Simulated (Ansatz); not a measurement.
BaTe:
```
CELL_PARAMETERS angstrom
      0.00000     3.53156     3.53156
      3.53156     0.00000     3.53156
      3.53156     3.53156     0.00000
ATOMIC_POSITIONS crystal
  Ba 0.00000 0.00000 0.00000
  Te 0.50000 0.50000 0.50000
```

r²SCAN in the plane-wave PAW code Ansatz gives a gap of 2.00 eV without spin–orbit coupling, maximum at Γ, minimum at X.

Q: What happens when spin–orbit coupling is switched on?

A: The gap decreases by 0.26 eV, to 1.74 eV; maximum at Γ, minimum at X.

Q: How large is the spin–orbit splitting of the valence top at Γ?

A: The fourfold level lies 0.82 eV above the split-off pair.

Q: Give the electron effective mass with spin–orbit coupling.

A: 0.28, 0.28, 1.3 mₑ (principal values).

Q: Give the hole effective mass with spin–orbit coupling, band 1 of 2 at the edge.

A: 1.3 along [100], 0.69 along [110], 0.56 along [111] (mₑ).

Q: Give the hole effective mass with spin–orbit coupling, band 2 of 2 at the edge.

A: 0.22 along [100], 0.26 along [110], 0.29 along [111] (mₑ).

Space group Fm-3m (rock salt). The r²SCAN relaxation kept the symmetry of its start; of distortions, only those at the zone centre were tested.

Potentials: the later of the program's two PAW sets.
